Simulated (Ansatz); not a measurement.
## Sc (dhcp): energy against volume

Theory: DFT, PBE, plane waves (420 eV) with PAW, scalar-relativistic (Ansatz 0.2.0).

The cell is scaled uniformly from the relaxed one, with fractional coordinates and shape fixed. Energies are extrapolated to zero smearing, pressures are those at the given smearing. Magnetic state: spin not included.

A Birch-Murnaghan fit gives V₀ = 24.62 Å³/atom, B₀ = 52 GPa, B₀′ = 3.1.

Question: What are the energy above the minimum and the pressure at 21.773 Å³/atom?

Answer: 63.4 meV/atom and 8.05 GPa as computed.

Question: What are the energy above the minimum and the pressure at 22.762 Å³/atom?

Answer: 25.4 meV/atom and 4.90 GPa as computed.

Question: What are the energy above the minimum and the pressure at 26.721 Å³/atom?

Answer: 26.0 meV/atom and -3.56 GPa as computed.
